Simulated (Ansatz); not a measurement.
Theory: DFT PBE, scalar-relativistic, plane waves, PAW (Ansatz). All cells share a 420 eV cutoff and Γ-centred k meshes spaced at most about 0.3 Å⁻¹ (about 0.25 or finer for metals, 2π included). No spin polarisation in the final relaxations.

All energies are static (0 K, no zero-point motion). All come from trial cells, and lower structures may exist.

**Question.** Which of these relaxed structures of Pt₂C is the lowest in energy?
1.

```
Pt C
1.0
     2.85359    0.00000    0.00000
    -1.42680    2.47128    0.00000
     0.00000    0.00000    6.42748
Pt C
2 1
Direct
  0.00000 0.00000 0.21548
  0.00000 0.00000 0.78452
  0.00000 0.00000 0.50000
```

2.

```
Pt C
1.0
     4.99986    0.00000    0.00000
     0.00000    4.99986    0.00000
     0.00000    0.00000    3.21547
Pt C
4 2
Direct
  0.69678 0.30322 0.50000
  0.30322 0.69678 0.50000
  0.19678 0.19678 0.00000
  0.80322 0.80322 0.00000
  0.00000 0.00000 0.50000
  0.50000 0.50000 0.00000
```

3.

```
Pt C
1.0
     2.83030    0.00000    0.00000
     0.00000    2.83030    0.00000
     0.00000    0.00000    5.07335
Pt C
2 1
Direct
  0.50000 0.00000 0.71632
  0.00000 0.50000 0.28368
  0.00000 0.00000 0.00000
```

**Answer.** 3. It has space group P-4m2 (No. 115); the next, 2, with the anti-rutile type, space group P4_2/mnm (No. 136), lies 202 meV/atom higher. Counting C atoms around Pt (those within 1.25 times the shortest such distance or 1.15 times the sum of covalent radii), the lowest has Pt 2 and the next has Pt 3. Even the lowest lies +0.48 eV/atom against the elements.

Spin–orbit coupling, which can matter for Pt, is left out. Cells relaxed within their symmetry can be saddle points. Some candidate types were left out of the draw beforehand, so a known form may be missing.
